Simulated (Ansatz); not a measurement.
A distorted cell of WSi2 (MoSi2 type, space group I4/mmm):

```
CELL_PARAMETERS angstrom
     -1.61458     1.61458     3.93362
      1.61458    -1.61458     3.93362
      1.61458     1.61458    -3.93362
ATOMIC_POSITIONS crystal
  W  0.86503 0.86503 0.82920
  Si 0.33458 0.33458 0.00000
  Si 0.66542 0.66542 0.00000
```

Computed with PBE (plane waves to 420 eV, PAW, scalar-relativistic; Ansatz, an electronic-structure program). k mesh 16×16×16 (Γ-centred), Fermi-Dirac smearing 0.05 eV. Energies are smeared free energies. Compression counts positive. With partly filled bands, energies and forces of such displacements shift with the k mesh and the smearing. Spin-orbit coupling is left out, though W is heavy. WSi2 is run without spin polarisation. WSi2 was relaxed with its symmetry unable to fall.

Q: Predict the force on every atom, in eV/Å.

A: 
```
atom      Fx      Fy      Fz
----  ------  ------  ------
W1     5.022   5.022   7.606
Si2   -4.908  -4.908  -4.197
Si3   -0.114  -0.114  -3.409
```

Q: What is the stress tensor (GPa)?

A: 
```
   25.0     19.0     13.7
   19.0     25.0     13.7
   13.7     13.7     33.1
```
The pressure, a third of the trace, is 27.7 GPa.

Q: In it atom 1 sits (-0.276, -0.276, -0.390) Å away from its relaxed site. What is its energy relative to the relaxed cell?

A: 2337 meV/cell.

(For displaced atoms, the force is minus the slope of the energy, and its curvature is a force constant, which sets phonon frequencies.)
